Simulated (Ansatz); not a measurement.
TiHS$_{2}$ in space group P3m1 (No. 156; S on 1c, Ti on 1a, S on 1b, H on 1b) at seven volumes, r²SCAN+D4 in the plane-wave PAW code Ansatz, shape and atoms relaxed at each. One row is withheld.

```csv
V (Å³/atom),P (GPa)
14.212,5.16
14.681,3.02
15.149,?
15.618,-0.01
16.086,-1.03
16.555,-1.75
17.023,-2.22
```

Q: Fit the shown pressures and predict the withheld one.

A: P = (3/2)B₀(x^(7/2) − x^(5/2))[1 + (3/4)(B′ − 4)(x − 1)] with x = (V₀/V)^(2/3). Least squares on the six rows gives V₀ = 15.610 Å³/atom, B₀ = 37.8 GPa, B′ = 8.36. At V = 15.149, x = 1.0202 and P = 1.28 GPa. The run itself gave 1.32 GPa.

The cell is a constructed one: a structure type filled with these elements; neither database checked (COD, Materials Project) lists it. Its standing as an ambient phase is unchecked. The r²SCAN+D4 relaxation kept the symmetry of its start; its stability against distortions is not shown here. The run is not spin-polarised.

Potentials: the later of the program's two PAW sets.
